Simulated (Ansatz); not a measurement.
FeCo3:
```cif
data_Co3Fe
_chemical_formula_sum 'Fe1 Co3'
_space_group_name_H-M_alt 'P 1'
_space_group_IT_number 1
_cell_length_a 3.53711
_cell_length_b 3.53711
_cell_length_c 3.53711
_cell_angle_alpha 90.000
_cell_angle_beta 90.000
_cell_angle_gamma 90.000
loop_
_space_group_symop_operation_xyz
  'x, y, z'
loop_
_atom_site_label
_atom_site_type_symbol
_atom_site_fract_x
_atom_site_fract_y
_atom_site_fract_z
_atom_site_occupancy
Fe1 Fe 0.00000 0.00000 0.00000 1
Co1 Co 0.50000 0.50000 0.00000 1
Co2 Co 0.00000 0.50000 0.50000 1
Co3 Co 0.50000 0.00000 0.50000 1
```
The run is spin-polarised.

This is the r²SCAN-relaxed structure.

### Question
All from plane-wave PAW r²SCAN (Ansatz code), unless another level is named. Estimate the magnetic order.

### Answer
ferromagnetic.

### Question
What about the Bader charges?

### Answer
Fe +0.28, Co -0.09 e.

Space group Pm-3m (Cu3Au type). The first step of the workflow began from a Materials Project structure, measured or hypothetical; the Crystallography Open Database copy checked does not list it. Its standing as an ambient phase is unchecked. Symmetry was held in the r²SCAN relaxation; its stability against distortions is not shown here. Spin order of the final state: ferromagnetic, chosen from 5 collinear starts compared on coarse meshes (ties went to the first, and starts can fall back to one state), not a proven ground state. Other orbital occupations within this spin state were not tried.

Potentials: the later of the program's two PAW sets.
